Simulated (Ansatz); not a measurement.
According to plane-wave PAW PBE (Ansatz code), PSi31 in the cubic phase (I-43m; Pearson symbol cI64) relaxes to a = 10.910 Å. P has 4 nearest neighbours from 2.35 Å (tetrahedral); Si on 6b has 4 nearest neighbours from 2.37 Å (tetrahedral); Si on 24g has 4 nearest neighbours from 2.35 Å (tetrahedral); Si on 8c has 4 nearest neighbours from 2.35 Å (tetrahedral). Its formation energy from the elements is 0.7 kJ/mol-atom, with no fitted shifts.

Electronic character: metallic (no gap).

An equation-of-state fit gives a bulk modulus of 889 kbar. The relaxed-ion elastic constants in GPa are C11 = 137, C12 = 65.5, C44 = 58.3. The elastic constants imply a Debye temperature near 553 K. Bader charges are P -1.40, Si 0.00 to +0.26 e.

The start of the workflow was typed in or built on a structure type; neither database checked (COD, Materials Project) lists it. Its standing as an ambient phase is unchecked. Symmetry was held in the PBE relaxation; its stability against distortions is not shown here. As this level gives no gap, shear constants depend on the k-mesh and smearing (Fermi–Dirac, 0.1 eV here). The references are the lowest solids computed at this level, not always the standard phases.

Potentials: the later of the program's two PAW sets.
